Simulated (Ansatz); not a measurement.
MnGe:
```xyz
4
Lattice="4.3996 0.0000 0.0000 0.0000 4.3996 0.0000 0.0000 0.0000 2.8708" Properties=species:S:1:pos:R:3 pbc="T T T"
Mn     0.0000     0.0000     0.0000
Ge     2.1998     0.0000     1.4354
Mn     2.1998     2.1998     0.0000
Ge     0.0000     2.1998     1.4354
```
The run is spin-polarised; directions of the spins, atom by atom: ↑ 0 ↓ 0.

Relaxed with PBE. Special points in fractions of this cell's reciprocal vectors: Γ (0.000, 0.000, 0.000); X (0.000, 0.500, 0.000); M (0.500, 0.500, 0.000); Z (0.000, 0.000, 0.500); R (0.000, 0.500, 0.500); A (0.500, 0.500, 0.500).

List the band energies nearest the Fermi level at these points for PBE in the plane-wave PAW code Ansatz.

In eV from the Fermi level; about four levels below and three above (degenerate sets whole), none deeper than 8.9 eV; points with the same levels are listed once.

| k | below | above |
|---|---|---|
| Γ ↑ | -1.65 -1.48 -1.48 -0.81 | 0.82 1.17 1.17 |
| X ↑ | -1.68 -1.46 -0.59 -0.06 | 0.68 0.69 1.14 |
| M ↑ | -1.79 -1.74 -1.74 -1.01 | 0.30 0.91 0.91 |
| Z ↑ | -1.64 -1.64 -0.30 -0.20 | 1.08 2.23 2.71 2.71 |
| R ↑ | -2.60 -2.15 -1.88 -1.32 | 0.03 0.07 0.11 |
| A ↑ | -2.29 -1.89 -1.36 -1.36 | 0.27 0.43 0.97 |

Space group P4/mmm (L1₀ or tetragonal B2). The cell is a constructed one: a structure type filled with these elements; neither database checked (COD, Materials Project) lists it. Whether it is the stable phase at ambient conditions was not checked. Symmetry was held in the PBE relaxation, as lowered by the spin order; whether a distortion lowers the energy is not shown. The final state is antiferromagnetic, chosen from 4 collinear starts compared on coarse meshes (ties went to the first, and starts can fall back to one state), not a proven ground state. Point labels and valley counts follow the cell and symmetry of the run, lower than the named group. Spin–orbit coupling is left out wherever it is not named.

Potentials: the earlier of the program's two PAW sets.
